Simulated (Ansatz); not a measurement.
TlS: input and output

Input file of Ansatz 0.2.0:

```yaml
crystal:
  lattice:
    - [-3.858333, 3.858333, 3.367622]
    - [3.858333, -3.858333, 3.367622]
    - [3.858333, 3.858333, -3.367622]
  atoms:
    - { symbol: Tl, position: [0.25, 0.25, 0.0] }
    - { symbol: Tl, position: [0.75, 0.75, 0.0] }
    - { symbol: Tl, position: [0.75, 0.25, 0.5] }
    - { symbol: Tl, position: [0.25, 0.75, 0.5] }
    - { symbol: S, position: [0.679, 0.179, 0.858] }
    - { symbol: S, position: [0.179, 0.321, 0.5] }
    - { symbol: S, position: [0.321, 0.821, 0.142] }
    - { symbol: S, position: [0.821, 0.679, 0.5] }
  symmetry: { tolerance: 0.0003 }
kpoints:
  mp_grid: { grid: [7, 7, 7], shift: [0, 0, 0] }
  band_path:
    path:
      - [0.0, 0.0, 0.0]
      - [0.0, 0.0, 0.5]
      - [-0.5, 0.5, 0.5]
      - [0.0, 0.0, 0.0]
      - [0.44045276, 0.44045276, -0.44045276]
      - [-0.44045276, 0.55954724, 0.44045276]
      - [-0.5, 0.5, 0.5]
      - [0.0, 0.0, 0.5]
      - [0.25, 0.25, 0.25]
      - [0.0, 0.5, 0.0]
      - [0.0, 0.0, 0.0]
    npoints: 6
magnetization:
  spin_polarized: false
scf:
  occupations: { method: fermi_dirac }
  lower_state_search: "off"
  max_iter: 200
hamiltonian:
  pseudopotentials: { kind: paw }
  xc: r2scan
basis:
  ecutwfc: 500
  fft_grid_basis: typed
output:
  forces: true
  stress: true
  eigenvalues: true
  bader: true
  populations: true
  elf: true
  write_potential: true
  volumetric_format: npy
  dos:
    e_range: [-12, 8]
    de: 0.05
    projected: { site_lists: { S: [S], Tl: [Tl] } }
checkpoint:
  read: saved_state
```

The saved state is an earlier solution for the same cell, perhaps on another mesh. 

Parts of the output:

```
Pseudopotentials: kind: paw
Pseudopotential: Tl, paw, valence charge 13, recommended cutoff 500 eV (meta_gga), Tl.paw.azcp
Pseudopotential: S, paw, valence charge 6, recommended cutoff 500 eV (meta_gga), S.paw.azcp
Functional definition: r2SCAN
  exchange = r2scan_x(k0 = k0, k1 = k1, a1 = a1)
  correlation = r2scan_c
Crystal: 8 atoms, lattice volume = 200.532 Å³
Basis set: ecut = 500 eV, 5069 PW (Γ), exchange–correlation on 192×192×192 points (64 copies of the dense FFT grid, shifted against one another)
Bands: 46, of which v1, the nominal top of the filled ones, is band 38 counted from 1 (37 counted from 0)
Symmetry: 16 space group operations
Space group: I4/mcm (ITA 140), of the structure as read, at distance tolerance 1.8e-3 Å
k-points: 40 of 343
Initial density: read from a saved state, or passed on in memory by an earlier SCF of this step, an earlier step, the calling program or the single point that the run made first
Functional: x = r2scan, c = r2scan; τ floored in thin density (d = 2e-4 eV/Å³)
Free energy (F): -49460.1029 eV
Harris-Foulkes:  -49460.1029 eV  (|F-HF|=1.38e-8)
Internal energy: -49460.0996 eV  (E = F + TS)
E sigma→0 (E₀):  -49460.1012 eV
Entropy (-TS):   -0.0033 eV (-0.408 meV/atom)
Fermi energy:    7.8808 eV
--- Per-component energies (eV) ---
  E_band       = -79.0097
  E_kinetic    = 1767.6997
  E_local      = -4424.6961  (includes V_loc(G=0)·N_el)
  E_nonlocal   = 1387.0377
  E_hartree    = 1638.3614
  E_xc         = -1236.1139
  E_vxc        = -996.9534  (∫ρ·V_xc dr)
  E_paw        = -43215.2768  (= ΣΔE_a)
  E_vpaw       = -1153.9016  (= ΣTr[D̂ρ^β])
  E_aug_tail   = 0.0000  (compensation charges beyond the density's cutoff)
  E_vtau       = 65.0819  (kinetic-family band-sum trace: ∫τ·v_τ [+ j·A + Jᵃ·Aᵃ] dr)
  E_ewald      = -5380.8318
  E_core_change = 3.7200  (= ΣΔE_core)
  E_smearing   = -0.0033  (= −TS)
--- Forces (eV/Å), atoms counted from 1 ---
  atom   1  Tl     0.0000     0.0000     0.0000
  atom   2  Tl     0.0000     0.0000     0.0000
  atom   3  Tl     0.0000     0.0000     0.0000
  atom   4  Tl     0.0000     0.0000     0.0000
  atom   5  S     -0.1636    -0.1636     0.0000
  atom   6  S      0.1636    -0.1636     0.0000
  atom   7  S      0.1636     0.1636     0.0000
  atom   8  S     -0.1636     0.1636     0.0000
--- Stress (GPa, compression-positive) ---
        1.3970       0.0000       0.0000
        0.0000       1.3970       0.0000
        0.0000       0.0000       2.4187
  P = ⅓ Tr σ = 1.7376 GPa (17.376 kbar)
--- Bader charges: 8 sites ---
  site symbol  charge [e]  shift [e]
     0     Tl      0.6221     0.0000
     1     Tl      0.6221     0.0000
     2     Tl      0.9186     0.0025
     3     Tl      0.9186     0.0025
     4      S     -0.7704     0.0013
     5      S     -0.7704     0.0013
     6      S     -0.7704     0.0013
     7      S     -0.7704     0.0013
```

Origin: a known structure type with other elements, at an estimated volume, so it need not be a known compound.
